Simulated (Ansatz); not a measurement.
A calculation with the code Ansatz. Plane-wave DFT: natural occupations of the f shells on orthogonalised atomic orbitals at the end of the run, rising, by spin; atoms or cell relaxed as the task says.

```
cell
1.0
     4.2869   -4.2869    0.0000
    -4.2869   -4.2869    0.0000
     0.0000    0.0000   -9.7230
Eu Ge Ni
4 12 4
Direct
  0.0000 0.5000 0.4970
  0.5000 0.5000 0.9970
  0.5000 0.0000 0.4970
  0.0000 0.0000 0.9970
  0.2500 0.2500 0.2523
  0.7500 0.2500 0.7523
  0.7500 0.7500 0.2523
  0.2500 0.7500 0.7523
  0.7500 0.2500 0.2523
  0.2500 0.2500 0.7523
  0.2500 0.7500 0.2523
  0.7500 0.7500 0.7523
  0.0000 0.5000 0.9186
  0.5000 0.5000 0.4186
  0.5000 0.0000 0.9186
  0.0000 0.0000 0.4186
  0.0000 0.0000 0.6542
  0.5000 0.0000 0.1542
  0.5000 0.5000 0.6542
  0.0000 0.5000 0.1542
```

Starting moments (μB): Eu number 1 7.32, Eu number 2 7.32, Eu number 3 7.32, Eu number 4 7.32; others 0.

cell charge: 0 e
spin: collinear
scf start: atoms
lower state search: off
functional: PBEsol
wave cutoff: 420 eV
k mesh: 4, 4, 2
k shift: 0.5, 0.5, 0.5 mesh steps
gaussian smearing: 0.05 eV
task: single point

Results:

```tsv
shell atom	shell element	shell spin	shell occupation 1 (e)	shell occupation 2 (e)	shell occupation 3 (e)	shell occupation 4 (e)	shell occupation 5 (e)	shell occupation 6 (e)	shell occupation 7 (e)
1	Eu	up	0.95	0.95	0.95	0.97	0.97	0.98	0.98
1	Eu	down	0	0	0.01	0.01	0.01	0.01	0.01
2	Eu	up	0.95	0.95	0.95	0.97	0.97	0.98	0.98
2	Eu	down	0	0	0.01	0.01	0.01	0.01	0.01
3	Eu	up	0.95	0.95	0.95	0.97	0.97	0.98	0.98
3	Eu	down	0	0	0.01	0.01	0.01	0.01	0.01
4	Eu	up	0.95	0.95	0.95	0.97	0.97	0.98	0.98
4	Eu	down	0	0	0.01	0.01	0.01	0.01	0.01
```

Caveats: 4f shell without a U, which puts 4f levels too near the Fermi level; occupations loosely converged; open f or d shells may hold a state above the lowest.
